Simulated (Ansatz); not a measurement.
## NaCl at 30 GPa: from Born charge to LO–TO splitting and polaron coupling

All numbers below come from Ansatz 0.2.0, DFT LDA, scalar-relativistic, plane waves, PAW. Settings: 420 eV plane-wave cutoff, Γ-centred 8×8×8 mesh, fixed occupations. No spin polarisation. Phonons by linear response, acoustic sum rule imposed.

The cell, relaxed at 30 GPa:
Space group Fm-3m (No. 225). a = 4.813 Å, b = 4.813 Å, c = 4.813 Å, α = 90.00°, β = 90.00°, γ = 90.00°
```csv
atom,site,symmetry,x,y,z
Na,4a,m-3m,0.0000,0.0000,0.0000
Cl,4b,m-3m,0.5000,0.0000,0.0000
```

The real crystal has changed phase below this pressure.

Linear response gives ν_TO = 388.1 cm⁻¹, Born charges ±0.920 e (positive on Na) and ε∞ = 3.076. The primitive cell holds 27.882 Å³, and the masses are 22.990 and 35.450 amu.

Question: Find ν_LO and the static dielectric constant.

Answer: The long-wave field adds a restoring force: ω_LO² − ω_TO² = Z*²e²/(ε_vac ε∞ μV). In these units ν_LO² − ν_TO² = 4.92064×10⁷ Z*²/(μ V ε∞) cm⁻², with μ = m₁m₂/(m₁ + m₂) = 13.946 amu: 34852 cm⁻². So ν_LO = √(388.1² + 34852) = 430.7 cm⁻¹, and the run gives 430.7. Lyddane–Sachs–Teller then gives ε0 = ε∞ (ν_LO/ν_TO)² = 3.79, against 3.79 in the run (it forms both from the same three quantities, so the match checks the arithmetic only). Between ν_TO and ν_LO the dielectric function is negative and an undamped crystal reflects fully: a reststrahlen band from 23.2 to 25.8 μm.

Question: What do the Clausius–Mossotti polarisability and the Szigeti charge come to?

Answer: With the Lorentz local field, α = (3V/4π)(ε∞ − 1)/(ε∞ + 2) = 2.72 Å³ for the pair, and e_S = 3Z*/(ε∞ + 2) = 0.54 e. The Born charge includes the electrons' response to the dipole's own local field, and e_S takes that enhancement out. The Lorentz field assumes point-like polarisable ions, a fair picture at this small ε∞.

Question: How strongly does a slow electron couple to the LO mode?

Answer: For one isotropic parabolic band, Fröhlich's constant is α_F = (1/ε∞ − 1/ε0) √(m* Ry/ħω_LO), with Ry = 13.606 eV, ħω_LO = 53.4 meV and m* in free-electron masses: α_F = 0.0611 × 15.96 × √m* = 0.98 √m*. The band mass isn't part of this run; for m* = 0.1, 0.3 and 1 it gives 0.31, 0.53, 0.98. In weak coupling the polaron lies α_F ħω_LO below the band edge (29 meV at m* = 0.3) with a mass m*(1 + α_F/6); past α_F of about 5 or 6 that expansion fails. A semilocal functional's ε∞ tends to be too large, which taken alone lowers α_F.

Cost: 1 run of about 0.24 core-minutes, on Arm Neoverse N1 (shared hosts).